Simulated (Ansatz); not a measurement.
**VMo3S8: stable or not**

The cell was found from a structure generator's guess, not taken from experiment.

All numbers below come from Ansatz, DFT PBE, scalar-relativistic, plane waves, PAW. The final run on the 12-atom cell used 420 eV, a Γ-centred 12×12×2 mesh, 0.10 eV smearing and collinear spin.

```yaml
crystal:
  lattice:
    - [3.19011, 0.00000, 0.00000]
    - [-1.59506, 2.76272, 0.00000]
    - [0.00000, 0.00000, 27.25415]
  atoms:
    - { symbol: V, position: [0.00000, 0.00000, 0.00000] }
    - { symbol: Mo, position: [0.00000, 0.00000, 0.24894] }
    - { symbol: Mo, position: [0.00000, 0.00000, 0.50000] }
    - { symbol: Mo, position: [0.00000, 0.00000, 0.75106] }
    - { symbol: S, position: [0.66667, 0.33333, 0.19080] }
    - { symbol: S, position: [0.66667, 0.33333, 0.44182] }
    - { symbol: S, position: [0.66667, 0.33333, 0.69287] }
    - { symbol: S, position: [0.66667, 0.33333, 0.94627] }
    - { symbol: S, position: [0.33333, 0.66667, 0.05373] }
    - { symbol: S, position: [0.33333, 0.66667, 0.30713] }
    - { symbol: S, position: [0.33333, 0.66667, 0.55818] }
    - { symbol: S, position: [0.33333, 0.66667, 0.80920] }
```

Formation energies are uncorrected and refer to the elements' standard structures at the same level.

Task: These tests were run: energy against the elements; phonons at Γ; elastic tensor. What do they show?

Result:

| test | result |
| --- | --- |
| energy against the elements | −0.68 eV/atom |
| phonons at Γ | lowest optical mode ≈0 cm⁻¹ |
| elastic tensor | least eigenvalue 1 GPa |

It fails none of these tests outright. Whether a mixture of other phases lies lower isn't tested here. Phonons away from Γ weren't computed. Undecided within the accuracy: phonons at Γ and elastic tensor.

No dispersion correction is applied, so the spacing and binding between layers, chains or molecules are poorly described. No Hubbard U is applied to the 3d shell of V. The reference form of S is held partly by dispersion forces, which this level lacks. The run for the phonons used a 12×12×2 k mesh and Fermi–Dirac smearing of 0.15 eV. The run for the elastic tensor used a 12×12×2 k mesh and Fermi–Dirac smearing of 0.15 eV.
